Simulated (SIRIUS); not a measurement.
A self-consistent single point of HfN (Fm-3m, 8 atoms in the cell; from Materials Project mp-2828, changed as shown) with SIRIUS.

Method: LDA (PW92), GBRV LDA ultrasoft pseudopotentials (plane waves; SIRIUS).

The change in words: lattice scaled by 0.98. Reference geometry (Fm-3m):
```
HfN
1.0
    4.52210     0.00000     0.00000
    0.00000     4.52210     0.00000
    0.00000     0.00000     4.52210
Hf N
4 4
Direct
  0.00000   0.00000   0.00000
  0.00000   0.50000   0.50000
  0.50000   0.00000   0.50000
  0.50000   0.50000   0.00000
  0.50000   0.00000   0.00000
  0.50000   0.50000   0.50000
  0.00000   0.00000   0.50000
  0.00000   0.50000   0.00000
```

Reference input (self-consistent single point, DFT, LDA (PW92), plane waves, GBRV LDA ultrasoft pseudopotentials): parameters.ngridk = 6 6 6; parameters.xc_functionals = [XC_LDA_X, XC_LDA_C_PW]; parameters.gk_cutoff = 6.325 1/bohr; parameters.pw_cutoff = 14.143 1/bohr; parameters.smearing = fermi_dirac; parameters.smearing_width = 0.00499791 Ha; potentials = GBRV LDA ultrasoft pseudopotentials; parameters.electronic_structure_method = pseudopotential; parameters.num_bands = 41; parameters.num_mag_dims = 0; parameters.num_dft_iter = 100; parameters.energy_tol = 1e-07 Ha. This run's input differs from it in these lines:

```diff
@@ -32,7 +32,7 @@
     "lattice_vectors": [
-      [0.9999999812, 0.0, 0.0],
-      [0.0, 0.9999999812, 0.0],
-      [0.0, 0.0, 0.9999999812]
+      [1.0000000273, 0.0, 0.0],
+      [0.0, 1.0000000273, 0.0],
+      [0.0, 0.0, 1.0000000273]
     ],
-    "lattice_vectors_scale": 8.545525,
+    "lattice_vectors_scale": 8.374614,
     "atom_coordinate_units": "lattice",
```

The program printed (abridged):

```
[find] density tolerance         : 1e-06
[find] total energy tolerance    : 1e-07
[find] iter_solver_tol (initial) : 0.01
[find] iter_solver_tol (target)  : 1e-13
[find] num_dft_iter              : 100
Charges and magnetic moments
--------------------------------------------------------------------------------
total charge          : 68.000000
[find] | SCF iteration   0 out of 100|
[diagonalize] iterative solver tolerance (occupied, empty): 0.01 0.01
[diagonalize] average number of iterations: 2
[find] Charges and magnetic moments
[find] total charge          : 68.000000
[find] Energy
[find] smearing (-TS)                 :      -0.00361907
   [... lines left out ...]

[find] Charges and magnetic moments
[find] total charge          : 68.000000
[find] Energy
[find] smearing (-TS)                 :      -0.00501461
[find] Total energy                   :    -358.09085640 (Ha),    -716.18171279 (Ry)
[find] Free energy (E-TS)             :    -358.09587101 (Ha),    -716.19174201 (Ry)
[find] band gap (eV)                  :       0.00000000
[find] Efermi                         :       0.71808757
[find] iteration : 29, RMS (target) : 7.6317e-07 (1.0000e-06) , energy difference (target) : 1.8163e-09 (1.0000e-07)
[find] bands are converged : false
[find] iterative solver converged : false
[find] converged after 30 SCF iterations!
[find] Charges and magnetic moments
[find] total charge          : 68.000000
[find] Energy
[find] smearing (-TS)                 :      -0.00501461
[find] Total energy                   :    -358.09085640 (Ha),    -716.18171279 (Ry)
[find] Free energy (E-TS)             :    -358.09587101 (Ha),    -716.19174201 (Ry)
[find] band gap (eV)                  :       0.00000000
[find] Efermi                         :       0.71808757
[ground_state] === stress tensor components [kbar] ===
[ground_state] === stress_total ===
[ground_state]   -66.671278    0.000000    0.000000
[ground_state]     0.000000  -66.671278    0.000000
[ground_state]     0.000000    0.000000  -66.671278
[ground_state] ==== total Forces in Ha/bohr =====
[ground_state] atom:    0, force:       0.0000000      0.0000000      0.0000000
   [... zero for the other atoms too ...]
```

The run converged in 30 iterations. SIRIUS prints the stress tensor with tension positive. Against the reference run the free energy falls by 8.5 meV/atom and the pressure goes from -11.37 to 6.67 GPa.

The structure comes from a collection of computed structures, made at another level of theory; the collection holds predicted forms beside known ones. Its lattice was then scaled. No clean gap shows at this smearing width and mesh (spacing up to 0.24 Å⁻¹); the mesh is coarse for partly filled bands, so the values carry mesh errors.

Cost on one core: very roughly 40 core-seconds.
